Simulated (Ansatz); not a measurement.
Method: Ansatz, DFT PBE, scalar-relativistic, plane waves, PAW. All cells share a 420 eV cutoff and Γ-centred k meshes spaced at most about 0.3 Å⁻¹ (about 0.25 or finer for metals, 2π included). No spin polarisation in the final relaxations.

Temperature and zero-point effects are left out.

Two relaxed structures of BaNaF:

1.

```cif
data_structure
_symmetry_space_group_name_H-M 'P6_3/mmc'
_symmetry_Int_Tables_number 194
_cell_length_a 4.0488
_cell_length_b 4.0488
_cell_length_c 13.8370
_cell_angle_alpha 90.000
_cell_angle_beta 90.000
_cell_angle_gamma 120.000
_cell_volume 196.43
loop_
_atom_site_label
_atom_site_type_symbol
_atom_site_symmetry_multiplicity
_atom_site_Wyckoff_symbol
_atom_site_fract_x
_atom_site_fract_y
_atom_site_fract_z
_atom_site_occupancy
Na1 Na 2 d 0.33333 0.66667 0.75000 1
Ba1 Ba 2 a 0.00000 0.00000 0.50000 1
F1 F 2 c 0.33333 0.66667 0.25000 1
```

2.

```cif
data_structure
_symmetry_space_group_name_H-M 'P-6m2'
_symmetry_Int_Tables_number 187
_cell_length_a 4.4341
_cell_length_b 4.4341
_cell_length_c 6.9665
_cell_angle_alpha 90.000
_cell_angle_beta 90.000
_cell_angle_gamma 120.000
_cell_volume 118.62
loop_
_atom_site_label
_atom_site_type_symbol
_atom_site_symmetry_multiplicity
_atom_site_Wyckoff_symbol
_atom_site_fract_x
_atom_site_fract_y
_atom_site_fract_z
_atom_site_occupancy
Na1 Na 1 a 0.00000 0.00000 0.00000 1
Ba1 Ba 1 d 0.33333 0.66667 0.50000 1
F1 F 1 f 0.66667 0.33333 0.50000 1
```

Question: Which is lower in energy, and by how much?

Answer: Cell 2 is lower, by 0.39 eV/atom. Cell 1 has space group P6_3/mmc (No. 194), 32.7 Å³/atom and no gap on its mesh; cell 2 has space group P-6m2 (No. 187), 39.5 Å³/atom and no gap. Counting F atoms around Ba and Na (those within 1.25 times the shortest such distance or 1.15 times the sum of covalent radii, 1.27 where that leaves under three; the shortest distance is added where it exceeds 1.18 times the sum of covalent radii), cell 1 has Ba 6 from 4.2 Å, Na 3 and cell 2 has Ba 3, Na 6 from 4.3 Å. The lower one is the more open, so pressure narrows the difference. In cell 1, Na is surrounded by 3 F at 2.34 Å, 6 Na at 4.05 Å and 6 Ba at 4.17 Å; Ba is surrounded by 6 Ba at 4.05 Å, 6 F at 4.17 Å and 6 Na at 4.17 Å; F is surrounded by 3 Na at 2.34 Å, 6 F at 4.05 Å and 6 Ba at 4.17 Å. In cell 2, Na has 6 Ba at 4.32 Å, 6 F at 4.32 Å and 6 Na at 4.43 Å; Ba is surrounded by 3 F at 2.56 Å, 6 Na at 4.32 Å and 6 Ba at 4.43 Å; F is surrounded by 3 Ba at 2.56 Å and 6 Na at 4.32 Å. Both come from invented guesses.

Cells relaxed within their symmetry can be saddle points.
